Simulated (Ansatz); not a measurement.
Here is the system:

CuAu:
```cif
data_AuCu
_chemical_formula_sum 'Cu1 Au1'
_space_group_name_H-M_alt 'P 1'
_space_group_IT_number 1
_cell_length_a 2.76498
_cell_length_b 2.76498
_cell_length_c 3.60375
_cell_angle_alpha 90.000
_cell_angle_beta 90.000
_cell_angle_gamma 90.000
loop_
_space_group_symop_operation_xyz
  'x, y, z'
loop_
_atom_site_label
_atom_site_type_symbol
_atom_site_fract_x
_atom_site_fract_y
_atom_site_fract_z
_atom_site_occupancy
Cu1 Cu 0.50000 0.50000 0.50000 1
Au1 Au 0.00000 0.00000 0.00000 1
```

This is the LDA-relaxed structure.

All from the program Ansatz at the LDA level (PAW), unless another level is named. Predict the Young's modulus.

123 GPa.

What about the highest zone-centre frequency?

212 cm^-1.

Space group P4/mmm (L1₀ or tetragonal B2). Symmetry was held in the LDA relaxation; of distortions, only those at the zone centre were tested. The run is not spin-polarised. As this level gives no gap, phonon frequencies hold no LO–TO term and depend on the k-mesh and smearing (Fermi–Dirac, 0.1 eV here). On the denser mesh and wider smearing of the elastic run this cell carries a stress of 0.4 GPa. Spin–orbit coupling is left out wherever it is not named.

Potentials: the later of the program's two PAW sets.
